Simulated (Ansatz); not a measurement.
# Tc (hcp)

The computed numbers are results of r²SCAN, scalar-relativistic (no spin polarisation) in the plane-wave PAW code Ansatz at 600 eV, 18×18×10 k-mesh, Gaussian smearing of 0.05 eV. The datasets are Ansatz's generated set soft_2.

```yaml
crystal:
  lattice:
    - [2.73653, 0.00000, 0.00000]
    - [-1.36826, 2.36990, 0.00000]
    - [0.00000, 0.00000, 4.37803]
  atoms:
    - { symbol: Tc, position: [0.33333, 0.66667, 0.75000] }
    - { symbol: Tc, position: [0.66667, 0.33333, 0.25000] }
```

Path: Γ–M–K–Γ–A–L–H–A | L–M | H–K, with Γ = (0.000, 0.000, 0.000), M = (0.500, 0.000, 0.000), K = (0.333, 0.333, 0.000), A = (0.000, 0.000, 0.500), L = (0.500, 0.000, 0.500), H = (0.333, 0.333, 0.500) in reciprocal vectors of the calculation's cell.

Q: Is it a metal or an insulator, and if it has a gap, where are the band edges on this path?

A: A metal: bands cross the Fermi level.

Bands as a text map, energy in eV from the Fermi level (dashes), each leg drawn with the same width:
```
  5.57 |       **                            *              *    **        
  5.14 |                *                   *              *    *          
  4.71 |                                   *              *    *           
  4.29 |      *             *             *                *  *            
  3.86 | *                               *           *       *             
  3.43 |   ********                     *  **       *     *********        
  3.00 | **   ***************          *  *  ***** * **         ***       *
  2.57 |*    *     * **      ******   *  *        *    *    ** *   ********
  2.14 |     *      **   *         ***  *             * **    *         *  
  1.71 |*              *     **    *  **   *           *  ** **        *   
  1.29 |    *           * *    *  *       * **             *          *    
  0.86 | *  *                    *            *             *  *           
  0.43 |   *             ** *   *              *           **        *     
  0.00 |*-**--------***---**-***--------*****---****------**-*--*--**-*****
 -0.43 | ***  ******   * * **    *           *      ***     * *****  *     
 -0.86 |****** *        *  *****  *    **     *        *     *   **        
 -1.29 | **** ******     ****   ***   *        *              *  **        
 -1.71 |*    **   * ** *  ** ***********        *****  ***     **  *****   
 -2.14 | *   * ***********  *     ***                **  *      ***     ***
 -2.57 |  ***       *      *         *               *  *                  
 -3.00 |   *         ***  *           *            ** **       *     ******
 -3.43 |    *        ** * *            ***    *****         ***    **    **
 -3.86 |           *** ***                ****    *       **** *   ******  
 -4.29 |     *    * *   * *                     ** *  *         *     *    
 -4.71 |   ******* *   ***             **      *    ** *         **    **  
 -5.14 |  *  * ********    *          *  *    *             **   **      **
 -5.57 |**  * ****        * **********    ****          ****  *****        
 -6.00 |   *                       *                        ***            
        Γ      M      K      Γ      A      L      H      AL       MH      K
```
